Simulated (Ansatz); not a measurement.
Values for one crystal, relaxed and computed with PBEsol (plane waves, PAW; program Ansatz); other levels are named.

Volume per atom: 16.58 Å³
Electronic character: metallic (no gap)
Mechanical stability: stable (all eigenvalues of C positive)
Bulk modulus (Birch–Murnaghan fit): 77.4 GPa
Pressure derivative B′: 4.6
Zone-centre stability: no imaginary mode at Γ
Elastic constants (relaxed ions, GPa): C11 = 146, C12 = 43.9, C44 = 2.7

Pick the material that matches.
(A) Zn, fcc (Cu type)
(B) Al, A15 (β-W type)
(C) Re, dhcp (α-La type)
(D) Fe, bcc (W type)

B, Al, A15 (β-W type)

Space group Pm-3n (A15 (β-W type)). The start of the workflow was typed in or built on a structure type; neither database checked (COD, Materials Project) lists it. It is not the phase usual at ambient conditions (space group No. 225). The cell was relaxed with PBEsol under the symmetry of its start. As this level gives no gap, shear constants depend on the k-mesh and smearing (Fermi–Dirac, 0.1 eV here).

Potentials: the later of the program's two PAW sets.
